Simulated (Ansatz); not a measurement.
Calculated with Ansatz: Ge$_{3}$PPt, settings compared

The input file (Ansatz 0.2.0, plane waves):

```yaml
crystal:
  lattice:
    - [0.0, 4.199445, 0.0]
    - [4.199445, 0.0, 0.0]
    - [2.099723, 2.099723, -4.708733]
  atoms:
    - { symbol: P, position: [0.0, 0.0, 0.0] }
    - { symbol: Pt, position: [0.6479, 0.6479, 0.7042] }
    - { symbol: Ge, position: [0.4004, 0.4004, 0.1992] }
    - { symbol: Ge, position: [0.7537, 0.2537, 0.4926] }
    - { symbol: Ge, position: [0.2537, 0.7537, 0.4926] }
  symmetry: { tolerance: 0.0003 }
kpoints:
  mp_grid: { grid: [5, 5, 5], shift: [0, 0, 0] }
magnetization:
  spin_polarized: false
scf:
  occupations: { method: methfessel_paxton, width: 0.0118 }
hamiltonian:
  pseudopotentials: { kind: paw }
  xc: pbe
basis:
  ecutwfc: 420
output:
  forces: true
  stress: true
  eigenvalues: true
```

The command:

```bash
ansatz run input.yaml --threads 1 --pin off --max-ram 2560MiB --backend cpu --events-out ev --progress --plain --runs-dir out
```

Origin of the cell: a known structure type with other elements, at an estimated volume, so it need not be a known compound.

Output of this run (shortened):

```
SCF iter   1: F=—  HF=-26160.644459 eV  Δρ=3.79e-3  dr2=1.56e-2
SCF iter   2: F=—  HF=-26160.643081 eV  S|Δr|=    0.00e0  Δρ=2.04e-3  dr2=4.03e-3  defer=40
SCF iter   3: F=—  HF=-26160.642605 eV  S|Δr|=    0.00e0  Δρ=3.56e-4  dr2=1.36e-4  defer=22
SCF iter   4: F=—  HF=-26160.642545 eV  S|Δr|=    0.00e0  Δρ=1.11e-4  dr2=9.79e-6  defer=22
SCF iter   5: F=—  HF=-26160.642565 eV  S|Δr|=    0.00e0  Δρ=3.46e-5  dr2=7.02e-7  defer=22
SCF iter   6: F=-26160.642565 eV  HF=-26160.642565 eV  S|Δr|=    0.00e0  Δρ=6.89e-6  dr2=3.64e-8
SCF 1 converged in 6 iterations: F = -26160.642565 eV  dr2 = 3.64e-8
SCF converged after 6 iterations
Stability not checked: this state was not tested for a lower state beside it, because cold or Methfessel-Paxton smearing, or corrected tetrahedra, fill the levels in a way that the test cannot read (fill_not_monotonic; […]
Free energy (F): -26160.642565 eV
Harris-Foulkes:  -26160.642565 eV  (|F-HF|=7.79e-9)
Internal energy: -26160.642503 eV  (E = F + TS)
E sigma→0 (E₀):  -26160.642550 eV
Entropy (-TS):   -0.000062 eV (-0.012 meV/atom)
Fermi energy:    13.826060 eV
--- Per-component energies (eV) ---
  E_band       = -518.525017
  E_kinetic    = 1053.391013
  E_local      = -9406.153651  (includes V_loc(G=0)·N_el)
  E_nonlocal   = 1487.973948
  E_hartree    = 4070.139302
  E_xc         = -555.092181
  E_vxc        = -564.310070  (∫ρ·V_xc dr)
  E_paw        = -16080.398778  (= ΣΔE_a)
  E_vpaw       = -1229.702987  (= ΣTr[D̂ρ^β])
  E_aug_tail   = 0.001083  (compensation charges beyond the density's cutoff)
  E_ewald      = -6730.503239
  E_smearing   = -0.000062  (= −TS)
  Σ components = -26160.642565   (vs F -26160.642565, Δ=0.00e0)
--- Forces (eV/Å), atoms counted from 1 ---
  atom   1  P     -0.000000    -0.000000     0.585549
  atom   2  Pt     0.000000     0.000000    -3.159488
  atom   3  Ge    -0.000000    -0.000000     0.493677
  atom   4  Ge    -0.000000    -0.000000     1.040116
  atom   5  Ge    -0.000000    -0.000000     1.040116
  max |Σ_I F_I| component: 3.07e-5 eV/Å
--- Stress (GPa, compression-positive) ---
       22.644015       0.000000      -0.000000
        0.000000      22.644015      -0.000000
       -0.000000      -0.000000      26.719180
  P = ⅓ Tr σ = 24.0024 GPa (240.024 kbar)
```

The same input was run again with these changes:

1. `basis.ecutrho_ratio` default → 8; `scf.convergence.dr2_threshold` default → 1.0e-06
2. `scf.lower_state_search` default → standard; `hamiltonian.pseudopotentials` { kind: paw } → { kind: nc, accuracy: standard }
3. `scf.algorithm` default → density_mixing; `scf.occupations.width` 0.0118 → default; `scf.occupations.method` methfessel_paxton → tetrahedron
4. `hamiltonian.xc` pbe → gga; `scf.max_iter` default → 50

```json
{"run": "base", "end": "converged", "SCF iterations": "6", "P (GPa)": "24.00", "max force component (eV/Å)": "3.159", "moment (μB)": "–", "ΔE(σ→0) (meV/atom)": "0"}
{"run": "1", "end": "converged", "SCF iterations": "5", "P (GPa)": "24.00", "max force component (eV/Å)": "3.160", "moment (μB)": "–", "ΔE(σ→0) (meV/atom)": "0.01"}
{"run": "2", "end": "converged", "SCF iterations": "9", "P (GPa)": "16.22", "max force component (eV/Å)": "3.315", "moment (μB)": "–", "ΔE(σ→0) (meV/atom)": "–"}
{"run": "3", "end": "converged", "SCF iterations": "7", "P (GPa)": "24.16", "max force component (eV/Å)": "3.114", "moment (μB)": "–", "ΔE(σ→0) (meV/atom)": "1.68"}
{"run": "4", "end": "input refused", "SCF iterations": "0", "P (GPa)": "–", "max force component (eV/Å)": "–", "moment (μB)": "–", "ΔE(σ→0) (meV/atom)": "–"}
```

Energies are compared only where functional, datasets, charge and starting cell are the same.

Caveats of the base run: no moments, though an odd count or open d shells may carry them; no spin-orbit coupling, though heavy elements are present; the k mesh is coarse if the cell is a metal.

Run 1: the SCF threshold is loose for forces.
Run 2: the cutoff lies below the datasets' advice.
Run 3: forces and stress under tetrahedra may miss the slope of the energy.

Time of the base run: 3 s on 1 thread of Intel(R) Xeon(R) 6975P-C (Granite Rapids), with other jobs on the host, peak memory 0.48 GiB, from the program's own first density.
